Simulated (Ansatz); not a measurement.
BAs in space group P4_2/mmc (No. 131; B on 2c, As on 2f) at seven volumes, the program Ansatz at the PBE level (PAW), shape and atoms relaxed at each. One row is withheld.

```tsv
V (Å³/atom)	P (GPa)
13.124	12.41
13.556	7.57
13.989	3.43
14.422	0.00
14.854	?
15.287	-5.29
15.720	-7.37
```

### Question
Fit the shown pressures and predict the withheld one.

### Answer
P = (3/2)B₀(x^(7/2) − x^(5/2))[1 + (3/4)(B′ − 4)(x − 1)] with x = (V₀/V)^(2/3). Least squares on the six rows gives V₀ = 14.423 Å³/atom, B₀ = 105 GPa, B′ = 4.78. At V = 14.854, x = 0.9806 and P = -2.88 GPa. The run itself gave -2.82 GPa.

A made-up cell: these elements were put on the sites of a structure type; neither database checked (COD, Materials Project) lists it. It is not the phase usual at ambient conditions (space group No. 216). The cell was relaxed with PBE under the symmetry of its start; its stability against distortions is not shown here.

Potentials: the later of the program's two PAW sets.
